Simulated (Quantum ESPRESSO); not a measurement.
```cif
data_Mo2Te4
_chemical_formula_sum 'Mo2 Te4'
_space_group_name_H-M_alt 'P63/mmc'
_space_group_IT_number 194
_space_group_name_Hall '-P 6c 2c'
_cell_length_a 3.49634
_cell_length_b 3.49634
_cell_length_c 13.68955
_cell_angle_alpha 90.000
_cell_angle_beta 90.000
_cell_angle_gamma 120.000
loop_
_atom_site_label
_atom_site_type_symbol
_atom_site_symmetry_multiplicity
_atom_site_Wyckoff_symbol
_atom_site_fract_x
_atom_site_fract_y
_atom_site_fract_z
_atom_site_occupancy
Mo1 Mo 2 c 0.33333 0.66667 0.25000 1
Te1 Te 4 f 0.66667 0.33333 0.11722 1
```

Cell and atoms were relaxed with PBE+D3(BJ) from Materials Project entry mp-602, within its symmetry.

Task: What does PBE (pw.x of Quantum ESPRESSO, ONCV potentials, without SOC) give for the electronic structure near the Fermi level?

Result: The PBE gap is indirect, 0.59 eV, from Γ to 43 % of the way from K to Γ; the smallest direct gap is 1.03 eV. Spin-orbit coupling is left out, which matters for elements this heavy: edges can move by tenths of an eV.
